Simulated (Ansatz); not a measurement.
# Zone-centre phonons of BN: input and output

The calculation used Ansatz, DFT PBE, scalar-relativistic, plane waves, PAW.

Launched with:
```bash
ansatz run input.yaml --threads 1 --pin off --max-ram 3072MiB --backend cpu --events-out ev --progress --plain --runs-dir out
```

Input (bare energies are in eV):
```yaml
crystal:
  lattice:
    - [2.5121537661, 0.0, 0.0]
    - [-1.256076883, 2.1755889796, 0.0]
    - [0.0, 0.0, 8.4946706079]
  atoms:
    - { symbol: B, position: [0.3333333333, 0.6666666667, 0.25] }
    - { symbol: B, position: [0.6666666667, 0.3333333333, 0.75] }
    - { symbol: "N", position: [0.3333333333, 0.6666666667, 0.75] }
    - { symbol: "N", position: [0.6666666667, 0.3333333333, 0.25] }
basis:
  ecutwfc: 420
kpoints:
  mp_grid: { grid: [12, 12, 4] }
hamiltonian:
  xc: pbe
scf:
  occupations: { method: fixed }
output:
  eigenvalues: true
phonons:
  method: dfpt
  dielectric: true
  rigid_motions: translations
  raman: true
  eigenvectors: true
```

The end of the output:
```
--- Phonons (Γ-DFPT): 4 representative perturbations + reference, on 164 of 576 k-points (Σ response iterations 12) ---
  k mesh reduced under 2 symmetry operations, with k and −k counted as one. Each operation leaves every solved perturbation unchanged. A smaller set is not considered because the run solves the response ...
  ASR residual: 4.637e-4 → 0.000e0 eV/Å²; symmetrization residual: 1.408e-6 eV/Å²
  ASR residual per site (eV/Å²): 3.73e-4 3.73e-4 4.64e-4 4.64e-4
  Γ frequencies (cm⁻¹): 0.00 0.00 0.00 11.62 11.62 24.36 775.38 800.28 1342.16 1342.16 1342.21 1342.21
  ε∞ (high-frequency dielectric tensor):
        3.966566    -0.000000     0.000000
        0.000000     3.966566     0.000000
        0.000000     0.000000     1.966349
  ε⁰ (static dielectric tensor: ions relaxed, cell fixed):
        5.388383    -0.000000    -0.000000
        0.000000     5.388383     0.000000
       -0.000000     0.000000     2.097592
  ε⁰ − ε∞ (ionic part):
        1.421817    -0.000000    -0.000000
       -0.000000     1.421817     0.000000
       -0.000000     0.000000     0.131243
  softest optical mode at Γ: 11.62 cm⁻¹; the repairs (sum rule, projections) moved no ω² at Γ by more than (3.13 cm⁻¹)²
  Born effective charges Z* (e; rows j = field, columns β = displacement):
    site 0:
         2.71526   -0.00000    0.00000
         0.00000    2.71526    0.00000
         0.00000    0.00000    0.47656
    site 1:
         2.71526   -0.00000    0.00000
         0.00000    2.71526    0.00000
         0.00000    0.00000    0.47656
    site 2:
        -2.71526    0.00000    0.00000
        -0.00000   -2.71526    0.00000
         0.00000    0.00000   -0.47656
    site 3:
        -2.71526    0.00000    0.00000
        -0.00000   -2.71526    0.00000
         0.00000    0.00000   -0.47656
  Z* charge neutrality: 1.323e-4 e pre-enforcement
  k-mesh period / interband length: 30.1 Å / 1.33 Å = 22.70 at k = (0.0000, -0.5000, 0.0000), direct gap 5.397 eV — 14 or more, which is no proof of convergence
  Raman tensors (in the event stream and the table raman_tensors.tsv): an entry may err by 1.8e-3 Å², one of the second-order susceptibility by 1.5e-20 pm/V (basis, points and sum rule); their sum over the sites missed zero by 3.553e-15 Å² ...
  optical modes at Γ without the LO–TO term, one row a degenerate level:
      ω (cm⁻¹) modes IR ((D/Å)²/amu) static Raman (Å⁴/amu) depolarisation
         11.62      2             0.0000                 0.0004           0.750
         24.36      1             0.0000                 0.0000               —
        775.38      1             1.7176                 0.0000               —
        800.28      1             0.0000                 0.0000               —
       1342.16      2             0.0000               676.0081           0.750
       1342.21      2           111.5127                 0.0000               —
  optical modes at Γ + LO–TO along q̂ = [1.0000, 0.0000, 0.0000]:
      ω (cm⁻¹) modes IR ((D/Å)²/amu) static Raman (Å⁴/amu) depolarisation
         11.62      2             0.0000                 0.0004           0.750
         24.36      1             0.0000                 0.0000               —
        775.38      1             1.7176                 0.0000               —
        800.28      1             0.0000                 0.0000               —
       1342.16      2             0.0000               676.0081           0.750
       1342.21      1            55.7564                 0.0000               —
       1564.38      1            55.7564                 0.0000               —
  optical modes at Γ + LO–TO along q̂ = [0.0000, 1.0000, 0.0000]:
      ω (cm⁻¹) modes IR ((D/Å)²/amu) static Raman (Å⁴/amu) depolarisation
         11.62      2             0.0000                 0.0004           0.750
         24.36      1             0.0000                 0.0000               —
        775.38      1             1.7176                 0.0000               —
        800.28      1             0.0000                 0.0000               —
       1342.16      2             0.0000               676.0081           0.750
       1342.21      1            55.7564                 0.0000               —
       1564.38      1            55.7564                 0.0000               —
  optical modes at Γ + LO–TO along q̂ = [0.0000, 0.0000, 1.0000]:
      ω (cm⁻¹) modes IR ((D/Å)²/amu) static Raman (Å⁴/amu) depolarisation
         11.62      2             0.0000                 0.0004           0.750
         24.36      1             0.0000                 0.0000               —
        800.28      1             0.0000                 0.0000               —
        800.83      1             1.7176                 0.0000               —
       1342.16      2             0.0000               676.0081           0.750
       1342.21      2           111.5127                 0.0000               —
```

The run took 12 min on 1 thread of Arm Neoverse V1, on a shared host, peak memory 1.7 GiB.

The crystal is built of layers and no dispersion correction was added, so the binding between them is poorly described, and with it their spacing and whatever depends on it.